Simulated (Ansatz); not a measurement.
Q: MgCu3H (anti-perovskite, Pm-3m) is relaxed with PBE in the plane-wave PAW code Ansatz. What lattice parameters of the conventional cell result?

A: a = 3.841 Å.

Q: Is it a metal or does it have a gap at this level?

A: No gap at this level.

The start of the workflow was typed in or built on a structure type; neither database checked (COD, Materials Project) lists it. Whether it is the stable phase at ambient conditions was not checked. The cell was relaxed with PBE under the symmetry of its start; its stability against distortions is not shown here. No spin polarisation was allowed.

Potentials: the earlier of the program's two PAW sets.
